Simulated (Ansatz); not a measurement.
The relaxed structure here is a generated cell of Mg: the first start was made by placing the elements on the sites of a structure type, and the end was not matched to a known phase here, so it may be hypothetical. Known forms of Mg include space group No. 194.

A relaxed cell of Mg (P6/mmm (No. 191)), relaxed on a k-mesh at least as fine as the one used below. Computed with r2SCAN (plane waves to 500 eV, PAW, scalar-relativistic; Ansatz, a quantum-chemistry and plane-wave program). Γ-centred k-mesh 4×8×11 on the run's cell (coarser than for final values), Fermi–Dirac smearing 0.05 eV.

```
Mg
1.0
   10.13899     0.00000     0.00000
   -2.53475     4.39031     0.00000
    0.00000     0.00000     3.08289
Mg
6
Direct
  0.00000   0.00000   0.00000
  0.50000   0.00000   0.00000
  0.16667   0.66667   0.50000
  0.66667   0.66667   0.50000
  0.33333   0.33333   0.50000
  0.83333   0.33333   0.50000
```

The atoms are displaced by (Å):

```tsv
atom	ux	uy	uz
Mg1	0.017	0.080	0.043
Mg2	0.013	-0.040	-0.132
Mg3	-0.026	-0.045	0.087
Mg4	-0.026	-0.060	0.022
Mg5	-0.032	-0.040	0.006
Mg6	0.004	0.130	-0.043
```

Task: What forces (eV/Å) and pressure result?

Result: 
| atom | Fx | Fy | Fz |
|---|---|---|---|
| Mg1 | -0.14 | -0.15 | -0.04 |
| Mg2 | -0.01 | 0.03 | 0.23 |
| Mg3 | 0.19 | 0.23 | 0.01 |
| Mg4 | -0.03 | 0.35 | -0.04 |
| Mg5 | 0.10 | 0.02 | -0.10 |
| Mg6 | -0.11 | -0.48 | -0.06 |

Pressure +0.2 GPa.

The undisplaced cell is probably no minimum: from this displacement the run went on to I4/mmm (No. 139), 0.04 eV/atom below it.

No spin polarisation in the result.
